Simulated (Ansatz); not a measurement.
Data:

InP:
```
CELL_PARAMETERS angstrom
      4.18173     0.00000     0.00000
     -2.09087     3.62149     0.00000
      0.00000     0.00000     9.39082
ATOMIC_POSITIONS crystal
  In 0.50067 0.00000 0.66667
  In 0.00000 0.50067 0.33333
  In 0.49933 0.49933 0.00000
  P  0.50034 0.00000 0.16667
  P  0.00000 0.50034 0.83333
  P  0.49966 0.49966 0.50000
```

This is the PBE-relaxed structure.

Problem. All from the program Ansatz at the PBE level (PAW), unless another level is named. Give the electronic character.

Solution. no gap, with almost no states at the Fermi level (zero-gap or semimetallic).

Problem. Next, the formation energy from the elements (no fitted shifts)?

Solution. -0.070 eV/atom.

Space group P6_222. The cell is a constructed one: a structure type filled with these elements; neither database checked (COD, Materials Project) lists it. It is not the phase usual at ambient conditions (space group No. 216). Symmetry was held in the PBE relaxation; whether a distortion lowers the energy is not shown. The references are the lowest solids computed at this level, not always the standard phases. Spin–orbit coupling is left out wherever it is not named.

Potentials: the later of the program's two PAW sets.
